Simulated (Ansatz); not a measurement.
## TiFe2 single point

The input, for Ansatz 0.2.0 (plane waves, PAW):

```yaml
crystal:
  lattice:
    - [2.402613, 4.161447, 0.0]
    - [-2.402613, 4.161447, 0.0]
    - [0.0, 0.0, 7.831968]
  atoms:
    - { symbol: Ti, position: [0.3333, 0.3334, 0.067] }
    - { symbol: Ti, position: [0.6666, 0.6667, 0.567] }
    - { symbol: Ti, position: [0.3333, 0.3334, 0.433] }
    - { symbol: Ti, position: [0.6667, 0.6667, 0.933] }
    - { symbol: Fe, position: [0.8293, 0.8293, 0.25] }
    - { symbol: Fe, position: [0.1707, 0.6586, 0.75] }
    - { symbol: Fe, position: [0.3414, 0.8293, 0.25] }
    - { symbol: Fe, position: [0.1707, 0.1707, 0.75] }
    - { symbol: Fe, position: [0.8293, 0.3414, 0.25] }
    - { symbol: Fe, position: [0.6586, 0.1707, 0.75] }
    - { symbol: Fe, position: [0.0, 0.0, 0.0] }
    - { symbol: Fe, position: [0.0, 0.0, 0.5] }
  symmetry: { tolerance: 0.0003 }
kpoints:
  mp_grid: { grid: [8, 8, 5], shift: [0, 0, 0] }
  band_path:
    path:
      - [0.0, 0.0, 0.0]
      - [0.49999995, -5.0e-08, 0.0]
      - [0.66666662, 0.33333329, 0.0]
      - [0.0, 0.0, 0.0]
      - [0.0, 0.0, 0.5]
      - [0.49999995, -5.0e-08, 0.5]
      - [0.66666662, 0.33333329, 0.5]
      - [0.0, 0.0, 0.5]
    npoints: 7
magnetization:
  spin_polarized: false
scf:
  occupations: { method: fermi_dirac, width: 0.0203 }
  lower_state_search: "off"
  max_iter: 200
hamiltonian:
  pseudopotentials: { kind: paw }
  xc: r2scan
basis:
  ecutwfc: 500
  fft_grid_basis: typed
output:
  forces: true
  stress: true
  eigenvalues: true
  bader: true
  populations: true
  elf: true
  write_potential: true
  volumetric_format: npy
  dos:
    e_range: [-12, 8]
    de: 0.05
    projected: { site_lists: { Fe: [Fe], Ti: [Ti] } }
checkpoint:
  read: saved_state
```

The saved state is an earlier solution for the same cell, perhaps on another mesh. 

Output (shortened):

```
SCF iter   1: F=-45902.3560 eV  Δρ=7.06e-3  dr2=7.22e-2  dr2_τ=5.24e-2
SCF iter   2: F=-45900.6816 eV  Δρ=3.29e-2  dr2=1.85e0  dr2_τ=2.15e-2  recentre
SCF iter   3: F=-45902.4045 eV  Δρ=3.95e-3  dr2=1.98e-2  dr2_τ=1.40e-3
SCF iter   4: F=-45902.4189 eV  Δρ=1.96e-3  dr2=3.57e-3  dr2_τ=5.60e-4  defer=9
SCF iter   5: F=-45902.4214 eV  Δρ=7.20e-4  dr2=2.95e-4  dr2_τ=1.19e-4  defer=9
SCF iter   6: F=-45902.4212 eV  Δρ=5.83e-4  dr2=4.57e-4  dr2_τ=1.54e-5  defer=9
SCF iter   7: F=-45902.4215 eV  Δρ=1.29e-4  dr2=1.61e-5  dr2_τ=2.94e-6  defer=9
SCF iter   8: F=-45902.4217 eV  Δρ=1.03e-4  dr2=1.70e-5  dr2_τ=4.26e-7  defer=9
SCF iter   9: F=-45902.4217 eV  Δρ=7.46e-5  dr2=9.29e-6  dr2_τ=1.21e-7  defer=9
SCF iter  10: F=-45902.4217 eV  Δρ=4.02e-5  dr2=2.33e-6  dr2_τ=2.93e-8  defer=9
SCF iter  11: F=-45902.4217 eV  Δρ=1.94e-5  dr2=6.58e-7  dr2_τ=1.14e-8  defer=9
SCF iter  12: F=-45902.4217 eV  Δρ=1.03e-5  dr2=1.88e-7  dr2_τ=2.31e-9  defer=9
SCF iter  13: F=-45902.4217 eV  Δρ=1.64e-5  dr2=4.62e-7  dr2_τ=5.07e-9  recentre
SCF iter  14: F=-45902.4217 eV  Δρ=2.64e-6  dr2=1.25e-8  dr2_τ=1.69e-10
Free energy (F): -45902.4217 eV
Harris-Foulkes:  -45902.4217 eV  (|F-HF|=1.15e-8)
Internal energy: -45902.3915 eV  (E = F + TS)
E sigma→0 (E₀):  -45902.4066 eV
Entropy (-TS):   -0.0301 eV (-2.511 meV/atom)
Fermi energy:    16.5830 eV
--- Forces (eV/Å), atoms counted from 1 ---
  atom   1  Ti     0.0000     0.0000    -0.1084
  atom   2  Ti     0.0000     0.0000    -0.1084
  atom   3  Ti     0.0000     0.0000     0.1084
  atom   4  Ti     0.0000     0.0000     0.1084
  atom   5  Fe     0.0000    -0.2598     0.0000
  atom   6  Fe     0.2250    -0.1299     0.0000
  atom   7  Fe     0.2250     0.1299     0.0000
  atom   8  Fe     0.0000     0.2598     0.0000
  atom   9  Fe    -0.2250     0.1299     0.0000
  atom  10  Fe    -0.2250    -0.1299     0.0000
  atom  11  Fe     0.0000     0.0000     0.0000
  atom  12  Fe     0.0000     0.0000     0.0000
--- Stress (GPa, compression-positive) ---
      -19.7110       0.0000       0.0000
        0.0000     -19.7110       0.0000
        0.0000       0.0000     -14.8355
  P = ⅓ Tr σ = -18.0858 GPa (-180.858 kbar)
--- Löwdin populations: 12 sites ---
  site symbol       q [e]
     0     Ti     11.6437
     1     Ti     11.6437
     2     Ti     11.6437
     3     Ti     11.6437
     4     Fe     15.9054
     5     Fe     15.9054
     6     Fe     15.9054
     7     Fe     15.9054
     8     Fe     15.9054
     9     Fe     15.9054
    10     Fe     15.8823
    11     Fe     15.8823
  spilling = 0.0127 (of n_electrons = 176.0000)
```

Origin: a database entry at a rescaled volume. Caveats: no spin polarisation, so a magnetic state may lie lower; atoms or cell far from equilibrium.
